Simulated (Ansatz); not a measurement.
Polymorphs of AlIr, each relaxed with plane-wave PAW PBEsol (Ansatz code):

A: rock salt (Fm-3m)
a = b = c = 4.9998 Å, α = β = γ = 90.00°

```
atom  site  symmetry       x       y       z
----  ----  --------  ------  ------  ------
Ir      4a      m-3m  0.0000  0.0000  0.0000
Al      4b      m-3m  0.5000  0.5000  0.5000
```

B: Cmcm
a = 2.854 Å, b = 9.613 Å, c = 4.202 Å, α = 90.00°, β = 90.00°, γ = 90.00°

| atom | site | symmetry | x | y | z |
|---|---|---|---|---|---|
| Al | 4c | m2m | 0.0000 | 0.3499 | 0.2500 |
| Ir | 4c | m2m | 0.0000 | 0.0881 | 0.2500 |

C: CsCl type (Pm-3m)
a = b = c = 2.989 Å, α = β = γ = 90.00°

| atom | site | symmetry | x | y | z |
|---|---|---|---|---|---|
| Al | 1a | m-3m | 0.0000 | 0.0000 | 0.0000 |
| Ir | 1b | m-3m | 0.5000 | 0.5000 | 0.5000 |

Problem. Order them by energy per atom at 0 K (lowest first) at the level PBEsol.

Solution. C (+0 meV/atom), B (+398 meV/atom), A (+966 meV/atom)

Typed or built starts, not in the databases checked: A; B. Standing as an ambient phase not checked: C. Unstable at this level: A. All cells were relaxed under the symmetry of their starts (and spin orders); stability against distortions was not tested throughout. Rows with no word on spin ran without spin polarisation. Spin–orbit coupling is left out wherever it is not named.

Energies hold the estimated change up to a 700 eV cutoff; steps of a few meV lie near the error of the meshes.

Potentials: the later of the program's two PAW sets.
